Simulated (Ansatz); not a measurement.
Sb (A7)

Computed with Ansatz (plane waves, PAW, 420 eV cutoff): PBE, scalar-relativistic, no spin polarisation, 12×12×12 k-mesh, Gaussian smearing of 0.05 eV. The datasets are Ansatz's generated set soft_2.

```
Sb
1.0
     2.18834    1.26344    3.83985
    -2.18834    1.26344    3.83985
     0.00000   -2.52688    3.83985
Sb
2
Direct
  0.23277 0.23277 0.23277
  0.76723 0.76723 0.76723
```

The cell is relaxed to zero pressure at this level.

Path: Γ–T–H2 | H0–L–Γ–S0 | S2–F–Γ, with Γ = (0.000, 0.000, 0.000), T = (0.500, 0.500, 0.500), H2 = (0.761, 0.239, 0.500), H0 = (0.500, -0.239, 0.239), L = (0.500, 0.000, 0.000), S0 = (0.369, -0.369, 0.000), S2 = (0.631, 0.000, 0.369), F = (0.500, 0.000, 0.500) in reciprocal vectors of the calculation's cell.

Task: Is it a metal or an insulator, and if it has a gap, where are the band edges on this path?

Result: A metal: bands cross the Fermi level.

Levels between -4 and 4 eV from the Fermi level at the path's named points:
```tsv
point	below E_F (eV)	above E_F (eV)
Γ	-1.89 -1.64 -1.64	2.04 2.64 2.64
T	-1.20 -1.20 -0.48	0.29 0.29 1.11
H2 and H0	-0.72	0.76
L	-1.82 -1.73 -0.23 -0.16	0.28 0.66
S0 and S2	-2.91 -2.74	2.75 3.03
F	-3.46 -3.38	1.72
```

For elements this heavy, spin–orbit coupling would shift levels and gaps; it isn't included here. The structure is built of weakly bound bilayers, and this functional has no dispersion term, so their spacing and all that hangs on it (volume, the soft elastic constants, low modes, dielectric constants) are poorly given. The relaxed cell is 6 % larger in volume than the cell of this structure in the Crystallography Open Database (29.96 Å³/atom, 1969).
